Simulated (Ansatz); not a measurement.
Y (fcc (Cu type), Fm-3m) under volume change, DFT-PBEsol in the program Ansatz with PAW potentials, scaled uniformly.

```
V (Å³/atom)  E − E(relaxed) (meV/atom)  P (GPa)
-----------  -------------------------  -------
28.050                            37.1     4.57
28.975                            15.8     2.85
29.900                             3.8     1.34
30.824                             0.0     0.00
31.749                             3.4    -1.17
32.674                            13.3    -2.21
33.599                            28.7    -3.13
```

Q: What does a third-order Birch–Murnaghan fit give for V₀, B₀ and B′?

A: V₀ = 30.83 Å³/atom, B₀ = 41.7 GPa, B′ = 3.2.

The workflow started from a Materials Project entry (that database holds measured and hypothetical structures alike); the Crystallography Open Database files this formula in space group No. 225, but the cells were not matched. It is not the phase usual at ambient conditions (space group No. 194). Symmetry was held in the PBEsol relaxation; whether a distortion lowers the energy is not shown. The run is not spin-polarised.

Potentials: the earlier of the program's two PAW sets. The files were generated under PBE; for other functionals the program regenerates the frozen cores, and for LDA and PBEsol the local potential too.
